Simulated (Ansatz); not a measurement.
Here is the system:

C$_{8}$H$_{4}$N$_{6}$PtZn:
```yaml
crystal:
  lattice:
    - [7.18503, 0.00000, 0.00000]
    - [0.00000, 7.41135, 0.00000]
    - [0.00000, 0.00000, 7.47095]
  atoms:
    - { symbol: Zn, position: [0.00000, 0.00000, 0.00000] }
    - { symbol: Pt, position: [0.00000, 0.50000, 0.50000] }
    - { symbol: N, position: [0.00000, 0.80040, 0.79720] }
    - { symbol: C, position: [0.00000, 0.68866, 0.68734] }
    - { symbol: N, position: [0.00000, 0.19960, 0.79720] }
    - { symbol: C, position: [0.00000, 0.31134, 0.68734] }
    - { symbol: N, position: [0.00000, 0.80040, 0.20280] }
    - { symbol: C, position: [0.00000, 0.68866, 0.31266] }
    - { symbol: N, position: [0.00000, 0.19960, 0.20280] }
    - { symbol: C, position: [0.00000, 0.31134, 0.31266] }
    - { symbol: N, position: [0.30738, 0.00000, 0.00000] }
    - { symbol: N, position: [0.69262, 0.00000, 0.00000] }
    - { symbol: C, position: [0.40312, 0.00000, 0.84639] }
    - { symbol: H, position: [0.32205, 0.00000, 0.72307] }
    - { symbol: C, position: [0.40312, 0.00000, 0.15361] }
    - { symbol: H, position: [0.32205, 0.00000, 0.27693] }
    - { symbol: C, position: [0.59688, 0.00000, 0.84639] }
    - { symbol: H, position: [0.67795, 0.00000, 0.72307] }
    - { symbol: C, position: [0.59688, 0.00000, 0.15361] }
    - { symbol: H, position: [0.67795, 0.00000, 0.27693] }
```

This is the PBE+D3(BJ)-relaxed structure. Tensor components refer to the Cartesian frame of this cell.

Problem. All from DFT-PBE+D3(BJ) in the program Ansatz with PAW potentials, unless another level is named. Give the smallest direct gap on the standard path.

Solution. 2.98 eV.

Problem. Give the band gap.

Solution. 2.93 eV (indirect).

Problem. What about the HSE06 gap on the PBE+D3(BJ) cell?

Solution. 4.46 eV.

Problem. Give the valence-band maximum.

Solution. on the Γ–Z line, 35 % of the way from Γ (k = 0.000, 0.000, 0.177).

Problem. Next, the weight of the valence-edge state by species (Voronoi cells)?

Solution. N 35 %, Pt 29 %, C 16 %, Zn 13 %, H 7 %.

Problem. And the conduction-band minimum?

Solution. at S (k = 0.500, 0.500, 0.000).

Space group Pmmm. The cell is a constructed one: a structure type filled with these elements; neither database checked (COD, Materials Project) lists it. Its standing as an ambient phase is unchecked. The PBE+D3(BJ) relaxation kept the symmetry of its start; its stability against distortions is not shown here. The run is not spin-polarised. Spin–orbit coupling is left out wherever it is not named.

Potentials: the later of the program's two PAW sets.
